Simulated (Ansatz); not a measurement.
ScOF:
```
CELL_PARAMETERS angstrom
      3.59216     0.00000     0.00000
      0.00000     3.59216     0.00000
      0.00000     0.00000     5.11374
ATOMIC_POSITIONS crystal
  Sc 0.50000 0.00000 0.70731
  Sc 0.00000 0.50000 0.29269
  O  0.00000 0.00000 0.50000
  O  0.50000 0.50000 0.50000
  F  0.50000 0.50000 0.00000
  F  0.00000 0.00000 0.00000
```

Relaxed with r²SCAN.

### Question
Give the optical modes at the zone centre with their infrared and Raman activity from DFPT, r²SCAN (plane waves, PAW; program Ansatz).

### Answer
Transverse frequencies, without the LO–TO term; a row sums one degenerate level.

| ω (cm⁻¹) | degeneracy | IR ((D/Å)²/amu) | Raman (Å⁴/amu) | activity | symmetry |
|---|---|---|---|---|---|
| 52 | 1 | 0.00 | 19 | Raman | B1g |
| 53 | 2 | 9.86 | 0 | IR | Eu |
| 198 | 2 | 0.00 | 1.6 | Raman | Eg |
| 298 | 1 | 19.41 | 0 | IR | A2u |
| 361 | 2 | 0.00 | 5.5 | Raman | Eg |
| 374 | 2 | 74.82 | 0 | IR | Eu |
| 413 | 1 | 0.00 | 19 | Raman | A1g |
| 463 | 1 | 0.00 | 34 | Raman | B1g |
| 595 | 2 | 0.00 | 29 | Raman | Eg |
| 604 | 1 | 4.35 | 0 | IR | A2u |

### Question
How high does the top mode go among those that the LO–TO term moves?

### Answer
692 cm⁻¹ for q along x, 692 cm⁻¹ for q along y, 678 cm⁻¹ for q along z.

Space group P4/nmm. The first step of the workflow began from a Materials Project structure, measured or hypothetical; the Crystallography Open Database copy checked does not list it. Its standing as an ambient phase is unchecked. Symmetry was held in the r²SCAN relaxation; its stability against distortions is not shown here. No spin polarisation was allowed.

Potentials: the later of the program's two PAW sets.
